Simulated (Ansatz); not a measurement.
Consider the following.

PbS:
```xyz
2
Lattice="0.0000 3.3009 3.3009 3.3009 0.0000 3.3009 3.3009 3.3009 0.0000" Properties=species:S:1:pos:R:3 pbc="T T T"
S      1.6504     1.6504     1.6504
Pb     0.0000     0.0000     0.0000
```

This is the r²SCAN-relaxed structure. Cartesian axes are those of the cell as given.

Task: All from the program Ansatz at the r²SCAN level (PAW), unless another level is named. Give the piezoelectric stress constants (proper, relaxed ions, C/m²).

Result: e14 = e25 = e36 = -0.39.

Task: Predict the bulk modulus (Birch–Murnaghan fit).

Result: 38.4 GPa.

Space group F-43m (zinc blende). The start of the workflow was typed in or built on a structure type; neither database checked (COD, Materials Project) lists it. It is not the phase usual at ambient conditions (space group No. 225). The cell was relaxed with r²SCAN under the symmetry of its start. At this level the phase is mechanically unstable. Scalar-relativistic: spin–orbit coupling is off unless named, which matters more the heavier the elements.

Potentials: the earlier of the program's two PAW sets.
